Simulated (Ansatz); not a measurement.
SrAg$_{5}$ under pressure: fit and missing row

SrAg$_{5}$, P6/mmm, a = 5.678 Å, c = 4.641 Å. The structure is a COD entry; whether it is the stable form wasn't checked. Ansatz: r2SCAN, PAW, 500 eV, Γ-centred 6×6×8 mesh on 6 atoms, Gaussian smearing 0.10 eV; no spin polarisation. Cell and atoms are relaxed at each pressure, and no other structure is tried, so the rows at high pressure may lie past a change of phase.

| V (Å³/atom) | P (GPa) |
| --- | --- |
| 14.144 | 89.97 |
| 15.789 | 49.99 |
| 17.553 | 25.02 |
| 19.074 | 11.95 |
| 20.530 | 4.00 |
| ? | 1.00 |
| 21.600 | -0.01 |
| 21.922 | -1.00 |

Task: Take V0 = 21.600 Å³/atom, count pressures from its P0 = -0.01 GPa, fit the third-order Birch–Murnaghan form to the other rows, and predict the missing volume.

Result: With the Eulerian strain f = ½[(V0/V)^(2/3) − 1] and y = (P − P0)/[3f(1 + 2f)^(5/2)], the form is the line y = B0 + 1.5 B0 (B0′ − 4) f. Rows (f, y): 0.16307, 90.8; 0.11617, 85.1; 0.07417, 79.6; 0.04322, 75.0; 0.01723, 71.3; -0.00491, 68.9. Means f = 0.06816, y = 78.450; Σ(Δf)² = 0.01990, ΣΔfΔy = 2.646; the slope is their ratio. y = 69.39 + 133.0 f GPa, so B0 = 69.4 GPa and B0′ = 4 + 2 × (133.0)/(3 × 69.39) = 5.28. P = 1.00 GPa is met at f = 0.00470 (y = 70.02), so V = V0 (1 + 2f)^(−3/2) = 21.299 Å³/atom. The run gave 21.295 Å³/atom, so the fit is 0.004 Å³/atom too high, within the rms miss on the fitted rows (0.007 Å³/atom).

The mesh isn't the same in all rows (6×6×8, 12×12×8).